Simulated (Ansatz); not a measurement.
Zr (hcp, Mg type)

```xyz
2
Lattice="3.2313 0.0000 0.0000 -1.6156 2.7984 0.0000 0.0000 0.0000 5.1732" Properties=species:S:1:pos:R:3 pbc="T T T"
Zr     0.0000     1.8656     3.8799
Zr     1.6156     0.9328     1.2933
```

The atoms are displaced by Q × the pattern below (from a DFPT mode at Γ, largest move 1; Q in Å), at fixed cell.

```tsv
atom	x	y	z
Zr1	0.000	0.000	-1.000
Zr2	0.000	0.000	1.000
```

All values below come from PBE (plane waves to 420 eV, PAW, scalar-relativistic; Ansatz, an electronic-structure program). k mesh 17×17×9 (Γ-centred), Fermi-Dirac smearing 0.05 eV. The energy includes the smearing's −TS. With partly filled bands, energies and forces of such displacements shift with the k mesh and the smearing. Zr is run without spin polarisation. Zr was relaxed with its symmetry unable to fall. ΔE is measured from the undisplaced structure. The last digit holds for this mesh only.

| Q (Å) | ΔE (meV/cell) |
|---|---|
| -0.1000 | 90.7 |
| -0.0833 | 61.0 |
| -0.0667 | 37.7 |
| -0.0500 | withheld |
| -0.0333 | 8.7 |
| -0.0167 | 2.1 |
| 0.0000 | 0.0 |
| 0.0167 | 2.1 |
| 0.0333 | 8.7 |
| 0.0500 | withheld |
| 0.0667 | 37.7 |
| 0.0833 | 61.0 |
| 0.1000 | 90.7 |

Task: Fit an even polynomial form (powers 2, 4, 6) to the given rows and predict ΔE at Q = 0.0500.

Result: Least squares on the 11 given rows: ΔE = (7636)·Q² + (220700)·Q⁴ + (-7735000)·Q⁶, in meV/cell with Q in Å; root-mean-square residual 0.03 meV/cell. At 0.0500 the fit gives 20.3 meV/cell; the calculation gives 20.4 meV/cell, so the interpolation is off by -0.1 (-0.5 %). The quadratic term alone would give 19.1 meV/cell.

(A displaced cell: forces are minus the slopes of the energy, force constants its curvatures, and phonons follow from these.)
